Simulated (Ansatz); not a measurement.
**Phases of Pt at 2.6 GPa**

Structure types of Pt are relaxed in primitive cells with their symmetry kept at 2.6 GPa, first on PAW files, then by LAPW. The enthalpy is E + pV at zero temperature, without zero-point motion. Only the types listed were tried, and differences under about 5 meV/atom are mesh noise.

Level of theory: DFT with PBEsol, scalar-relativistic, in Ansatz 0.2.0; Fermi–Dirac smearing of 0.1 eV, no spin polarisation. LAPW: all electrons, basis error target 0.5 meV/atom; PAW: frozen-core files, cutoff 420 eV.

k meshes: fcc 17×17×17, bcc 17×17×17, hcp 16×16×9, sc 15×15×15, beta tin 16×16×16, simple hexagonal 16×16×15.

Spin–orbit coupling is left out, which matters for the heavy atoms. The PAW files were made under PBE.

| start type | ends as | a, b, c (Å) | V (Å³/atom) | H − H(lowest), LAPW (meV/atom) |
| --- | --- | --- | --- | --- |
| fcc | fcc, Fm-3m | 3.908, 3.908, 3.908 | 14.92 | 0.0 |
| bcc | bcc, Im-3m | 3.112, 3.112, 3.112 | 15.08 | ? |
| hcp | hcp, P6_3/mmc | 2.726, 2.726, 4.665 | 15.01 | 68.9 |
| sc | sc, Pm-3m | 2.578, 2.578, 2.578 | 17.13 | 576.5 |
| beta tin | beta tin, I4_1/amd | 4.948, 4.948, 2.663 | 16.30 | ? |
| simple hexagonal | simple hexagonal, P6/mmm | 2.647, 2.647, 2.638 | 16.00 | 180.1 |

**Question.** Fill in "H − H(lowest), LAPW (meV/atom)" for the row "beta tin".

**Answer.** 382.0.

**Question.** Give the missing entry: row "bcc", column "H − H(lowest), LAPW (meV/atom)".

**Answer.** 119.0.
